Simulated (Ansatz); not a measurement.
ZnPbO$_{3}$:
```yaml
crystal:
  lattice:
    - [2.71460, 1.56727, 4.78518]
    - [-2.71460, 1.56727, 4.78518]
    - [0.00000, -3.13455, 4.78518]
  atoms:
    - { symbol: Zn, position: [0.50069, 0.50069, 0.50069] }
    - { symbol: Zn, position: [0.00069, 0.00069, 0.00069] }
    - { symbol: Pb, position: [0.21868, 0.21868, 0.21868] }
    - { symbol: Pb, position: [0.71868, 0.71868, 0.71868] }
    - { symbol: O, position: [0.80332, 0.12630, 0.40172] }
    - { symbol: O, position: [0.40172, 0.80332, 0.12630] }
    - { symbol: O, position: [0.12630, 0.40172, 0.80332] }
    - { symbol: O, position: [0.90172, 0.62630, 0.30332] }
    - { symbol: O, position: [0.62630, 0.30332, 0.90172] }
    - { symbol: O, position: [0.30332, 0.90172, 0.62630] }
```

The program Ansatz at the r²SCAN level (PAW) gives a gap of 0.23 eV without spin–orbit coupling, maximum at Γ, minimum at Γ.

What happens when spin–orbit coupling is switched on?

The gap shrinks by 0.01 eV, to 0.22 eV; maximum at Γ, minimum at Γ.

Give the electron effective mass with spin–orbit coupling.

0.17 mₑ (isotropic).

Give the hole effective mass with spin–orbit coupling.

1.2, 1.2, 3.8 mₑ (principal values).

Space group R3c. The first step of the workflow began from a Materials Project structure, measured or hypothetical; the Crystallography Open Database copy checked does not list it. With Zn and Pb taken as one species the cell has the higher symmetry R-3c, so it may be an ordered model of a mixed-site phase. Whether it is the stable phase at ambient conditions was not checked. The r²SCAN relaxation kept the symmetry of its start; of distortions, only those at the zone centre were tested.

Potentials: the later of the program's two PAW sets.
